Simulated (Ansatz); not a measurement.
Property card for SiC

SiC:
```yaml
crystal:
  lattice:
    - [3.07264, 0.00000, 0.00000]
    - [-1.53632, 2.66098, 0.00000]
    - [0.00000, 0.00000, 7.03936]
  atoms:
    - { symbol: Si, position: [0.50000, 0.00000, 0.50000] }
    - { symbol: Si, position: [0.00000, 0.50000, 0.16667] }
    - { symbol: Si, position: [0.50000, 0.50000, 0.83333] }
    - { symbol: C, position: [0.50000, 0.00000, 0.00000] }
    - { symbol: C, position: [0.00000, 0.50000, 0.66667] }
    - { symbol: C, position: [0.50000, 0.50000, 0.33333] }
```

Space group P6_222 (No. 180); conventional cell a = 3.0726 Å, b = 3.0726 Å, c = 7.0394 Å, α = 90.00°, β = 90.00°, γ = 120.00°.

Method: r²SCAN (plane waves, PAW; program Ansatz). Structure relaxed to zero pressure with the same functional. Other levels are named where they apply.

### Cell and energy

| Property | Value |
|---|---|
| Volume per atom | 9.59 Å³ |
| Density | 3.47 g/cm³ |
| Formation energy from the elements (no fitted shifts) | 0.34 eV/atom |

### Electronic structure

| Quantity | Result |
|---|---|
| Band gap | 1.18 eV (indirect) |
| Valence-band maximum | at Γ |
| Conduction-band minimum | at M (3 equivalent valleys) |
| Smallest direct gap on the standard path | 3.41 eV |
| Electron effective mass | 0.18, 0.44, 0.64 mₑ (principal values) |
| Hole effective mass | 0.38, 0.38, 3.8 mₑ (principal values) |
| HSE06 gap on the r²SCAN cell | 1.65 eV |

### Mechanics

| Item | Result |
|---|---|
| Bulk modulus (Birch–Murnaghan fit) | 230 GPa |
| Pressure derivative B′ | 3.9 |
| Elastic constants (relaxed ions, GPa) | C11 = 473, C12 = 85.0, C13 = 89.8, C33 = 642, C44 = 214 |
| Mechanical stability | stable (all eigenvalues of C positive) |
| Hill bulk and shear moduli | 233 and 212 GPa |
| Young's modulus | 487 GPa |
| Poisson's ratio | 0.15 |
| Debye temperature from the elastic constants | 1200 K |
| Piezoelectric stress constants (proper, relaxed ions, C/m²) | e14 = 0.46, e25 = -0.46 |

### Charges

| Quantity | Result |
|---|---|
| Bader charges | Si +2.75, C -2.75 e |

The start of the workflow was typed in or built on a structure type; neither database checked (COD, Materials Project) lists it. It is not the phase usual at ambient conditions (space group No. 186, 216). The r²SCAN relaxation kept the symmetry of its start; whether a distortion lowers the energy is not shown. Its formation energy is positive at this level, so the cell may be metastable or incomplete. Signs of piezoelectric constants follow the polarity of the cell as given. The references are the lowest solids computed at this level, not always the standard phases.

Potentials: the later of the program's two PAW sets.
